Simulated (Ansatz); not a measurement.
**Data sheet: InBi (DFT)**

InBi:
```cif
data_Bi4In4
_chemical_formula_sum 'In4 Bi4'
_space_group_name_H-M_alt 'Pnma'
_space_group_IT_number 62
_space_group_name_Hall '-P 2ac 2n'
_cell_length_a 13.03317
_cell_length_b 4.20341
_cell_length_c 4.63790
_cell_angle_alpha 90.000
_cell_angle_beta 90.000
_cell_angle_gamma 90.000
loop_
_space_group_symop_operation_xyz
  'x, y, z'
  '-x, -y, -z'
  '-x+1/2, -y, z+1/2'
  'x+1/2, y, -z+1/2'
  'x+1/2, -y+1/2, -z+1/2'
  '-x+1/2, y+1/2, z+1/2'
  '-x, y+1/2, -z'
  'x, -y+1/2, z'
loop_
_atom_site_label
_atom_site_type_symbol
_atom_site_symmetry_multiplicity
_atom_site_Wyckoff_symbol
_atom_site_fract_x
_atom_site_fract_y
_atom_site_fract_z
_atom_site_occupancy
In1 In 4 c 0.16125 0.25000 0.10720 1
Bi1 Bi 4 c 0.40821 0.25000 0.11308 1
```

Space group Pnma (No. 62); conventional cell a = 13.0332 Å, b = 4.2034 Å, c = 4.6379 Å, α = β = γ = 90.00°.

Method: DFT-PBE in the program Ansatz with PAW potentials. Structure relaxed to zero pressure with the same functional. Other levels are named where they apply.

Cell and energy:

| Property | Value |
|---|---|
| Volume per atom | 31.76 Å³ |
| Density | 8.46 g/cm³ |
| Formation energy from the elements (no fitted shifts) | 47 meV/atom |

Electronic structure:

| Quantity | Value |
|---|---|
| Electronic character | metallic (no gap) |
| Density of states at the Fermi level | 0.45 states/eV per atom (mean over ±0.08 eV) |

A made-up cell: these elements were put on the sites of a structure type; neither database checked (COD, Materials Project) lists it. COD files the formula under space group No. 129, so this cell is another polymorph or a model. Whether it is the stable phase at ambient conditions was not checked. The cell was relaxed with PBE under the symmetry of its start; its stability against distortions is not shown here. Axis ratios of metals converge slowly with the k-mesh, so a and c are less sure than the volume. The references are the lowest solids computed at this level, not always the standard phases. Spin–orbit coupling is left out wherever it is not named.

Potentials: the later of the program's two PAW sets.
